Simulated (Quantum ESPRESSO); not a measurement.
Li2Y2Zr2TaHf, input and log of a self-consistent run

Simulated, not a measurement. The program is pw.x of Quantum ESPRESSO 7.5 (plane-wave density functional theory). The cell is made up: eight metal atoms on a face-centred cubic lattice, with elements, volume, strain and displacements drawn at random and not relaxed, so it may be unstable or far from any real phase. PseudoDojo standard norm-conserving files set the functional (PBE unless stated); there is no spin polarisation or spin-orbit coupling, the Fermi-Dirac width of 0.25 eV means electrons at about 2900 K, and the masses in the input are unused placeholders. Heavy elements are run without spin-orbit coupling, which real alloys of them have. A spin test at this wide smearing found no moment, but such smearing suppresses magnetism that the real alloy may have.

Input:

```
&control calculation='scf', pseudo_dir='./dojo.nc.sr.pbe.v0_5.standard.upf', outdir='./o', disk_io='minimal', tprnfor=.true., tstress=.true. /
&system ibrav=0, nat=8, ntyp=5, nbnd=55, ecutwfc=74.01313486, nosym=.true., tot_charge=0,
 occupations='smearing', smearing='fd', degauss=0.0183746611
/
&electrons conv_thr=1.470e-08, electron_maxstep=70, mixing_beta=0.5 /
ATOMIC_SPECIES
Hf 1.0 Hf.upf
Li 1.0 Li.upf
Ta 1.0 Ta.upf
Y 1.0 Y.upf
Zr 1.0 Zr.upf
CELL_PARAMETERS angstrom
0.0052 2.3046 2.2218
-4.4838 4.5147 -4.3596
-4.3775 -4.4719 4.296
ATOMIC_POSITIONS angstrom
Li -0.0043 -0.0582 0.0588
Y -4.476 -2.2109 2.1934
Li -4.5053 0.1314 -0.0162
Y -4.5012 2.3587 -2.2109
Zr -2.2863 0.2002 2.0888
Ta -2.1883 2.2741 0.1658
Zr -6.696 -0.0453 2.2114
Hf -6.6859 2.3095 -0.0462
K_POINTS automatic
7 3 3 1 1 1
```

The log is shortened where brackets say so; the opening notice, blank lines, dates and the lines on written files are dropped, and the path of the files is cut. It prints rydbergs, bohrs and kilobars, and counts compression as positive stress. Its total energy is the free energy E - TS of the whole cell.

```
     Program PWSCF v.7.5
     Parallel version (MPI & OpenMP), running on       4 processor cores
     Number of MPI processes:                 4
     Threads/MPI process:                     1
     [start-up lines left out]
     bravais-lattice index     =            0
     lattice parameter (alat)  =       6.0494  a.u.
     unit-cell volume          =    1193.3225 (a.u.)^3
     number of atoms/cell      =            8
     number of atomic types    =            5
     number of electrons       =        77.00
     number of Kohn-Sham states=           55
     kinetic-energy cutoff     =      74.0131  Ry
     charge density cutoff     =     296.0525  Ry
     scf convergence threshold =      1.5E-08
     mixing beta               =       0.5000
     number of iterations used =            8  plain     mixing
     Exchange-correlation= PBE
                           (   1   4   3   4   0   0   0)
     [axes and pseudopotential details left out]
   Cartesian axes
     site n.     atom                  positions (alat units)
         1        Li     tau(   1) = (  -0.0013433  -0.0181808   0.0183682  )
         2        Y      tau(   2) = (  -1.3982310  -0.6906499   0.6851832  )
         3        Li     tau(   3) = (  -1.4073838   0.0410473  -0.0050606  )
         4        Y      tau(   4) = (  -1.4061031   0.7368202  -0.6906499  )
         5        Zr     tau(   5) = (  -0.7142036   0.0625393   0.6525078  )
         6        Ta     tau(   6) = (  -0.6835900   0.7103926   0.0517933  )
         7        Zr     tau(   7) = (  -2.0917236  -0.0141510   0.6908061  )
         8        Hf     tau(   8) = (  -2.0885685   0.7214510  -0.0144321  )
     number of k points=    32  Fermi-Dirac smearing, width (Ry)=  0.0184
                       cart. coord. in units 2pi/alat
        k(    1) = (  -0.1205574   0.0490080   0.0523627), wk =   0.0634921
        k(    2) = (   0.1217557   0.1689636  -0.0726304), wk =   0.0634921
     [further k points left out]
     Dense  grid:   102693 G-vectors     FFT dimensions: (  36,  80,  80)
     Estimated max dynamical RAM per process >     258.06 MB
     Estimated total dynamical RAM >     957.01 MB
     Initial potential from superposition of free atoms
     starting charge      76.9745, renormalised to      77.0000
     Starting wfcs are   64 randomized atomic wfcs
     total cpu time spent up to now is        3.1 secs
     per-process dynamical memory:   177.8 Mb
     Self-consistent Calculation
     iteration #  1     ecut=    74.01 Ry     beta= 0.50
     Davidson diagonalization with overlap
     ethr =  1.00E-02,  avg # of iterations =  3.5
     Threshold (ethr) on eigenvalues was too large:
     Diagonalizing with lowered threshold
     Davidson diagonalization with overlap
     ethr =  7.29E-04,  avg # of iterations =  3.2
     total cpu time spent up to now is       11.5 secs
     total energy              =    -637.03252833 Ry
     estimated scf accuracy    <       0.57501409 Ry
     iteration #  2     ecut=    74.01 Ry     beta= 0.50
     Davidson diagonalization with overlap
     ethr =  7.47E-04,  avg # of iterations =  5.0
     total cpu time spent up to now is       16.6 secs
     total energy              =    -636.55638040 Ry
     estimated scf accuracy    <       9.10213290 Ry
     iteration #  3     ecut=    74.01 Ry     beta= 0.50
     Davidson diagonalization with overlap
     ethr =  7.47E-04,  avg # of iterations =  3.7
     total cpu time spent up to now is       21.1 secs
     total energy              =    -637.29328354 Ry
     estimated scf accuracy    <       0.30444171 Ry
     iteration #  4     ecut=    74.01 Ry     beta= 0.50
     Davidson diagonalization with overlap
     ethr =  3.95E-04,  avg # of iterations =  2.0
     total cpu time spent up to now is       24.8 secs
     total energy              =    -637.31727917 Ry
     estimated scf accuracy    <       0.06916272 Ry
     iteration #  5     ecut=    74.01 Ry     beta= 0.50
     Davidson diagonalization with overlap
     ethr =  8.98E-05,  avg # of iterations =  3.7
     total cpu time spent up to now is       29.1 secs
     total energy              =    -637.31917307 Ry
     estimated scf accuracy    <       0.16251500 Ry
     [iterations 6 to 12 left out]
     iteration # 13     ecut=    74.01 Ry     beta= 0.50
     Davidson diagonalization with overlap
     ethr =  8.09E-09,  avg # of iterations =  2.7
     total cpu time spent up to now is       61.3 secs
     total energy              =    -637.33045307 Ry
     estimated scf accuracy    <       0.00001369 Ry
     iteration # 14     ecut=    74.01 Ry     beta= 0.50
     Davidson diagonalization with overlap
     ethr =  8.09E-09,  avg # of iterations =  1.8
     total cpu time spent up to now is       64.9 secs
     total energy              =    -637.33045421 Ry
     estimated scf accuracy    <       0.00000022 Ry
     iteration # 15     ecut=    74.01 Ry     beta= 0.50
     Davidson diagonalization with overlap
     ethr =  2.89E-10,  avg # of iterations =  4.9
     total cpu time spent up to now is       69.4 secs
     total energy              =    -637.33045425 Ry
     estimated scf accuracy    <       0.00000023 Ry
     iteration # 16     ecut=    74.01 Ry     beta= 0.50
     Davidson diagonalization with overlap
     ethr =  2.89E-10,  avg # of iterations =  1.1
     total cpu time spent up to now is       72.8 secs
     total energy              =    -637.33045427 Ry
     estimated scf accuracy    <       0.00000003 Ry
     iteration # 17     ecut=    74.01 Ry     beta= 0.50
     Davidson diagonalization with overlap
     ethr =  4.36E-11,  avg # of iterations =  2.0
     total cpu time spent up to now is       76.4 secs
     End of self-consistent calculation
     [lines on levels left out]
!    total energy              =    -637.33045427 Ry
     estimated scf accuracy    <          1.3E-09 Ry
     smearing contrib. (-TS)   =      -0.13904467 Ry
     internal energy E=F+TS    =    -637.19140961 Ry
     The total energy is F=E-TS. E is the sum of the following terms:
     one-electron contribution =    -178.31248580 Ry
     hartree contribution      =     108.49073378 Ry
     xc contribution           =    -136.78642805 Ry
     ewald contribution        =    -430.58322953 Ry
     convergence has been achieved in  17 iterations
     Forces acting on atoms (cartesian axes, Ry/au):
     atom    1 type  2   force =    -0.00117971    0.01290542   -0.01161697
     atom    2 type  4   force =     0.00259324   -0.01135408    0.00276961
     atom    3 type  2   force =     0.00253071   -0.00210776   -0.00341212
     atom    4 type  4   force =     0.00045597   -0.02596549    0.01924413
     atom    5 type  5   force =     0.00012593   -0.00442248   -0.00331088
     atom    6 type  3   force =    -0.01288737    0.01440765   -0.01118829
     atom    7 type  5   force =     0.01453505    0.01787695   -0.01202871
     atom    8 type  1   force =    -0.00617383   -0.00134022    0.01954323
     Total force =     0.056038     Total SCF correction =     0.000096
     Computing stress (Cartesian axis) and pressure
          total   stress  (Ry/bohr**3)                   (kbar)     P=       26.95
   0.00033516   0.00004821  -0.00005966           49.30        7.09       -8.78
   0.00004821   0.00008931   0.00000788            7.09       13.14        1.16
  -0.00005966   0.00000788   0.00012505           -8.78        1.16       18.40
     init_run     :      2.84s CPU      2.93s WALL (       1 calls)
     electrons    :     72.01s CPU     73.34s WALL (       1 calls)
     forces       :      0.75s CPU      0.76s WALL (       1 calls)
     stress       :      2.60s CPU      2.60s WALL (       1 calls)
     [timing details left out]
     PWSCF        :   1m18.39s CPU   1m19.84s WALL
     JOB DONE.
```

In other units: free energy -8671.323 eV for the cell, pressure 2.69 GPa, largest force component 0.668 eV/Å in size. The run took 82 s of wall time with four MPI processes on a shared machine (AMD EPYC, Zen 5, virtual cores), so the time is rough. A rerun of this cell at a higher cutoff and on a denser mesh moved values by no more than 0.004 eV in energy, 0.02 GPa in stress and 0.006 eV/Å in force, and a second program with other atomic files agreed on that cell to 2 % rms in force and 0.5 GPa in pressure.